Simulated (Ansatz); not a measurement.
MgSe:
```yaml
crystal:
  lattice:
    - [0.00000, 2.96856, 2.96856]
    - [2.96856, 0.00000, 2.96856]
    - [2.96856, 2.96856, 0.00000]
  atoms:
    - { symbol: Mg, position: [0.00000, 0.00000, 0.00000] }
    - { symbol: Se, position: [0.75000, 0.75000, 0.75000] }
```

Plane-wave PAW PBEsol (Ansatz code) gives a gap of 2.52 eV without spin–orbit coupling, maximum at Γ, minimum at Γ.

Task: What happens when spin–orbit coupling is switched on?

Result: The gap decreases by 0.13 eV, to 2.39 eV; maximum at Γ, minimum at Γ.

Task: How large is the spin–orbit splitting of the valence top at Γ?

Result: The fourfold level lies 0.39 eV above the split-off pair.

Task: Give the electron effective mass with spin–orbit coupling.

Result: 0.18 mₑ (isotropic).

Task: Give the hole effective mass with spin–orbit coupling, band 1 of 2 at the edge.

Result: 1.2 along [100], 2.2 along [110], 3.0 along [111] (mₑ).

Task: Give the hole effective mass with spin–orbit coupling, band 2 of 2 at the edge.

Result: 0.29 along [100], 0.26 along [110], 0.25 along [111] (mₑ).

Space group F-43m (zinc blende). The workflow started from a Materials Project entry (that database holds measured and hypothetical structures alike); the Crystallography Open Database copy checked does not list it. COD files the formula under space group No. 225. Whether it is the stable phase at ambient conditions was not checked. The PBEsol relaxation kept the symmetry of its start; whether a distortion lowers the energy is not shown.

Potentials: the later of the program's two PAW sets.
